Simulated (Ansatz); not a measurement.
## Structures of RhAu₂: which is lowest?

Plane-wave DFT in Ansatz with scalar-relativistic PAW potentials, cutoff 420 eV, Γ-centred meshes chosen by cell and gap, Gaussian smearing with energies taken to zero width. Every cell was relaxed (cell and atoms) in a run of its own, within the symmetry of its start. Functional: PBE.

Relaxed structures (starts from databases or built by putting these elements on another compound's sites):
A. R32, 6 atoms in the computed cell, a = 4.909 Å, c = 14.388 Å; sites (symmetry × multiplicity) Rh 3. × 6, Au .2 × 9 + 32 × 3; start: built
B. Fd-3m, 6 atoms in the computed cell, a = 7.569 Å; sites (symmetry × multiplicity) Rh -43m × 8, Au .-3m × 16; start: built

Q: Rank them by energy. Could pressure change the order?

A:
| structure | group | E − E(lowest) (meV/atom) | V (Å³/atom) | gap on mesh (eV) |
| --- | --- | --- | --- | --- |
| A | R32 | 0.0 | 16.68 | 0.00 |
| B | Fd-3m | 364 | 18.07 | 0.00 |

A is lowest, 364 meV/atom under B. The lowest is also the densest of these, so pressure wouldn't bring one of the others in at first order. Other structures may lie lower than all of these, and vibrations aren't counted.

Spin-orbit coupling is left out, which matters for the bands of heavy elements.